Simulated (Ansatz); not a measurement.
Sc (fcc (Cu type), Fm-3m) at seven volumes, plane-wave PAW LDA (Ansatz code), scaled uniformly. One row is withheld.

```tsv
V (Å³/atom)	P (GPa)
20.349	6.37
21.020	3.97
21.691	1.86
22.362	0.00
23.033	-1.65
23.703	-3.10
24.374	?
```

Fit the shown pressures and predict the withheld one.

P = (3/2)B₀(x^(7/2) − x^(5/2))[1 + (3/4)(B′ − 4)(x − 1)] with x = (V₀/V)^(2/3). Least squares on the six rows gives V₀ = 22.361 Å³/atom, B₀ = 58.3 GPa, B′ = 3.16. At V = 24.374, x = 0.9442 and P = -4.38 GPa. The run itself gave -4.38 GPa.

The workflow started from an entry of the Crystallography Open Database (COD), which files this formula under 2 space groups. It is not the phase usual at ambient conditions (space group No. 194). The cell was relaxed with LDA under the symmetry of its start; its stability against distortions is not shown here. The run is not spin-polarised.

Potentials: the later of the program's two PAW sets.
